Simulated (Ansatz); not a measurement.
C:
```xyz
4
Lattice="2.4649 0.0000 0.0000 -1.2324 2.1346 0.0000 0.0000 0.0000 6.7551" Properties=species:S:1:pos:R:3 pbc="T T T"
C      0.0000     0.0000     1.6888
C      0.0000     0.0000     5.0663
C      0.0000     1.4231     1.6888
C      1.2324     0.7115     5.0663
```

Relaxed with PBE+D3(BJ). Special points in fractions of this cell's reciprocal vectors: Γ (0.000, 0.000, 0.000); M (0.500, 0.000, 0.000); K (0.333, 0.333, 0.000); A (0.000, 0.000, 0.500); L (0.500, 0.000, 0.500); H (0.333, 0.333, 0.500).

**Question.** List the band energies nearest the Fermi level at these points for PBE+D3(BJ) in the plane-wave PAW code Ansatz.

**Answer.** In eV from the Fermi level; about four levels below and three above (degenerate sets whole), none deeper than 8.9 eV; … stands for higher levels left out; points with the same levels are listed once.

```csv
k,below,above
Γ,-3.06 -3.06 -3.04 -3.04,4.19 8.30 8.30
M,-6.47 -6.42 -2.79 -2.13,1.47 2.13 7.18
K,-0.65 -0.06 -0.06,0.64 11.07 11.07
A,-3.05 -3.05 -3.05 -3.05,6.78 6.78 …
L,-6.44 -6.44 -2.40 -2.40,1.62 1.62 7.37 7.37
H,-0.05 -0.05 -0.03 -0.03,10.14 10.14 …
```

Space group P6_3/mmc (graphite). The cell was relaxed with PBE+D3(BJ) under the symmetry of its start. The Fermi level of a semimetal is unsure by some 0.05 eV on such meshes.

Potentials: the later of the program's two PAW sets.
